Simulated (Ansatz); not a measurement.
Nb2AlC, first-principles data

Nb2AlC:
```yaml
crystal:
  lattice:
    - [3.10345, 0.00000, 0.00000]
    - [-1.55173, 2.68767, 0.00000]
    - [0.00000, 0.00000, 13.94529]
  atoms:
    - { symbol: Al, position: [0.33333, 0.66667, 0.75000] }
    - { symbol: Al, position: [0.66667, 0.33333, 0.25000] }
    - { symbol: Nb, position: [0.33333, 0.66667, 0.08967] }
    - { symbol: Nb, position: [0.66667, 0.33333, 0.91033] }
    - { symbol: Nb, position: [0.66667, 0.33333, 0.58967] }
    - { symbol: Nb, position: [0.33333, 0.66667, 0.41033] }
    - { symbol: C, position: [0.00000, 0.00000, 0.00000] }
    - { symbol: C, position: [0.00000, 0.00000, 0.50000] }
```

Space group P6_3/mmc (No. 194); conventional cell a = b = 3.1035 Å, c = 13.9453 Å, α = β = 90.00°, γ = 120.00°.

Method: r²SCAN in the plane-wave PAW code Ansatz. The cell and atoms are relaxed at this level. Other levels are named where they apply.

### Cell and energy

```json
{
 "volume_per_atom": "14.54 Å³",
 "density": "6.42 g/cm³",
 "Formation energy from the elements (no fitted shifts)": "-0.60 eV/atom"
}
```

### Electronic structure

```json
{
 "electronic_character": "metallic (no gap)",
 "Density of states at the Fermi level": "0.41 states/eV per atom (mean over ±0.08 eV)",
 "Gap with spin–orbit coupling": "none (metallic)"
}
```

### Mechanics

```json
{
 "Bulk modulus (Birch–Murnaghan fit)": "182 GPa",
 "Pressure derivative B′": "4.8",
 "Elastic constants (relaxed ions, GPa)": "C11 = 327, C12 = 108, C13 = 122, C33 = 312, C44 = 148",
 "mechanical_stability": "stable (all eigenvalues of C positive)",
 "hill_bulk_and_shear_moduli": "185 and 120 GPa",
 "Young's modulus": "296 GPa",
 "Poisson's ratio": "0.23",
 "debye_temperature_from_the_elastic_constants": "585 K"
}
```

### Phonons

```json
{
  "highest_zone_centre_frequency": "631 cm^-1",
  "zone_centre_stability": "no imaginary mode at Γ"
}
```

### Charges

```json
{
 "bader_charges": "Al -0.27, Nb +1.05, C -1.83 e"
}
```

The first step of the workflow began from a Materials Project structure, measured or hypothetical; the Crystallography Open Database copy checked does not list it. Its standing as an ambient phase is unchecked. The cell was relaxed with r²SCAN under the symmetry of its start. No spin polarisation was allowed. As this level gives no gap, shear constants depend on the k-mesh and smearing (Fermi–Dirac, 0.1 eV here). As this level gives no gap, phonon frequencies hold no LO–TO term and depend on the k-mesh and smearing (Fermi–Dirac, 0.1 eV here). On the denser mesh and wider smearing of the elastic run this cell carries a stress of 0.3 GPa. The references are the lowest solids computed at this level, not always the standard phases. Scalar-relativistic: spin–orbit coupling is off unless named, which matters more the heavier the elements.

Potentials: the later of the program's two PAW sets.
